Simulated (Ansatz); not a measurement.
Relaxed-ion elastic tensor of Ga2O3 in space group C2/m (No. 12; Pearson symbol mS20) in GPa (Voigt order), plane-wave PAW r²SCAN (Ansatz code); density 5.93 g/cm³, 10.50 Å³ per atom.

```json
[
 {"": "1", "1": "245", "2": "126", "3": "138", "4": "0.0", "5": "-19.1", "6": "0.0"},
 {"": "2", "1": "126", "2": "355", "3": "84.1", "4": "0.0", "5": "13.4", "6": "0.0"},
 {"": "3", "1": "138", "2": "84.1", "3": "356", "4": "0.0", "5": "9.0", "6": "0.0"},
 {"": "4", "1": "0.0", "2": "0.0", "3": "0.0", "4": "55.1", "5": "0.0", "6": "19.1"},
 {"": "5", "1": "-19.1", "2": "13.4", "3": "9.0", "4": "0.0", "5": "74.4", "6": "0.0"},
 {"": "6", "1": "0.0", "2": "0.0", "3": "0.0", "4": "19.1", "5": "0.0", "6": "99.2"}
]
```

Task: Is the crystal mechanically stable?

Result: Yes: the smallest eigenvalue of C is 48.0 GPa.

Task: Work out the Voigt, Reuss and Hill averages.

Result: K_V = 184, K_R = 181, K_H = 183; G_V = 86.3, G_R = 73.4, G_H = 79.8 GPa.

Task: Give Young's modulus, Poisson's ratio, Pugh's ratio and the universal anisotropy index.

Result: E = 9KG/(3K + G) = 209 GPa; ν = 0.31; K/G = 2.29 (ductile by the Pugh limit of 1.75); A_U = 5G_V/G_R + K_V/K_R − 6 = 0.89.

Task: Estimate the sound speeds and the Debye temperature.

Result: v_l = √((K + 4G/3)/ρ) = 6980 m/s, v_t = √(G/ρ) = 3670 m/s, mean 4100 m/s; Θ = (h/k)(3n/4πV)^(1/3) v_m = 558 K.

Task: How much does each axis shrink under pressure?

Result: Linear compressibilities β_i = Σ_j S_ij (j = 1 to 3): x 2.4, y 1.6, z 1.5 per TPa.

The r²SCAN relaxation kept the symmetry of its start.

Potentials: the later of the program's two PAW sets.
